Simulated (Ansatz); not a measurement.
Q: Name crystals whose computed values (DFT-LDA in the program Ansatz with PAW potentials) fall in these windows: B₀ by P(V) fit (GPa) 180 to 230; ε∞ 4.4 to 5.4.

A: 

```json
[
 {"crystal": "AlGaN2, P3m1 (Al on 1a, Ga on 1c, N on 1c, N on 1a)", "B₀ by P(V) fit (GPa)": "207", "ε∞": "5.03"},
 {"crystal": "AlGaN2, P-4m2 (Al on 1c, Ga on 1a, N on 2g)", "B₀ by P(V) fit (GPa)": "206", "ε∞": "5.08"},
 {"crystal": "AlN, P6_3mc (Al on 2a, Al on 2b, N on 2a, N on 2b)", "B₀ by P(V) fit (GPa)": "210", "ε∞": "4.52"},
 {"crystal": "MgZn2O3, P-3m1 (Mg on 1a, Zn on 2d, O on 2d, O on 1b)", "B₀ by P(V) fit (GPa)": "195", "ε∞": "4.40"},
 {"crystal": "AlN, P6_3/mmc (Al on 2d, N on 2c)", "B₀ by P(V) fit (GPa)": "222", "ε∞": "4.57"}
]
```
Others may fit too.

Not the usual ambient phase: AlN, P6_3mc (Al on 2a, Al on 2b, N on 2a, N on 2b); AlN, P6_3/mmc (Al on 2d, N on 2c). Standing as an ambient phase not checked: AlGaN2, P3m1 (Al on 1a, Ga on 1c, N on 1c, N on 1a); AlGaN2, P-4m2 (Al on 1c, Ga on 1a, N on 2g); MgZn2O3, P-3m1 (Mg on 1a, Zn on 2d, O on 2d, O on 1b). Perhaps ordered models of mixed-site phases: AlGaN2, P3m1 (Al on 1a, Ga on 1c, N on 1c, N on 1a); AlGaN2, P-4m2 (Al on 1c, Ga on 1a, N on 2g); MgZn2O3, P-3m1 (Mg on 1a, Zn on 2d, O on 2d, O on 1b). All cells were relaxed under the symmetry of their starts (and spin orders); stability against distortions was not tested throughout. Scalar-relativistic: spin–orbit coupling is off unless named, which matters more the heavier the elements.

Potentials: the later of the program's two PAW sets.
